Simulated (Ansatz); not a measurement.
CuAu, one cell by several methods

```
Cu Au
1.0
     2.80000    0.00000    0.00000
     0.00000    2.80000    0.00000
     0.00000    0.00000    3.67000
Cu Au
1 1
Direct
  0.50000 0.50000 0.50000
  0.00000 0.00000 0.00000
```

Atom numbers follow the list: Cu1, Au2.

The conventional cell has a = 2.800 Å, b = 2.800 Å, c = 3.670 Å, α = 90.00°, β = 90.00°, γ = 90.00°. Cu (atom 1) is surrounded by 8 Au at 2.70 Å and 4 Cu at 2.80 Å. Au (atom 2) is surrounded by 8 Cu at 2.70 Å and 4 Au at 2.80 Å.

The cell comes from COD entry 9004223, which wasn't checked; take it as a given geometry.

Spin–orbit coupling is left out, though it moves levels of the heavy atoms by tenths of an eV or more.

All numbers are computed: DFT, PBE, PAW with Ansatz's default frozen-core files, scalar-relativistic (Ansatz 0.2.0); DFT, PBE, all-electron PAW with datasets made for the crystal, scalar-relativistic (Ansatz 0.2.0); DFT, PBE, all-electron LAPW, scalar-relativistic (Ansatz 0.2.0).

For PAW: a Γ-centred 13×13×10 k mesh, Fermi–Dirac smearing of 0.05 eV, cutoff 420 eV, no spin polarisation. The crystal-made all-electron datasets (AE datasets) take a cutoff of 280 eV at this cell. LAPW targets a basis error of 0.25 meV/atom. The Ansatz runs share mesh, smearing and spin set-up. Plane-wave (PAW) pressures include the program's estimate of the Pulay term.

Stress and pressure are positive in compression.

Spin–orbit coupling is left out, which moves gradients at and beside heavy atoms by some per cent and at worst by a factor of two.

In a metal, gradients converge slowly with the k mesh: the values move by tens of per cent from one mesh to another, at times in sign, so only the comparison on one mesh counts.

Levels count from the Fermi level.

| quantity | PAW | AE datasets | LAPW |
| --- | --- | --- | --- |
| pressure (GPa) | 6.66 | 6.65 | 6.64 |
| stress xx (GPa) | 6.63 | 6.62 | 6.62 |
| stress zz (GPa) | 6.71 | 6.70 | 6.70 |
| highest filled level at R (eV) | -1.150 | -1.150 | -1.150 |
| lowest empty level at R (eV) | 2.710 | 2.708 | 2.708 |
| highest filled level at Z (eV) | -2.004 | -2.002 | -2.002 |
| lowest empty level at Z (eV) | 14.341 | 14.337 | 14.337 |
| highest filled level at M (eV) | -1.387 | -1.386 | -1.386 |
| lowest empty level at M (eV) | 0.570 | 0.570 | 0.570 |
| field gradient Vzz at Cu1 (10²¹ V/m²) | -1.18 | -1.16 | – |
| field gradient Vzz at Au2 (10²¹ V/m²) | 5.30 | 5.38 | – |

PAW's pressure differs from the LAPW value by about 0.01 GPa or less. Datasets made for the crystal and LAPW share parts of one code, so their agreement isn't an independent check.
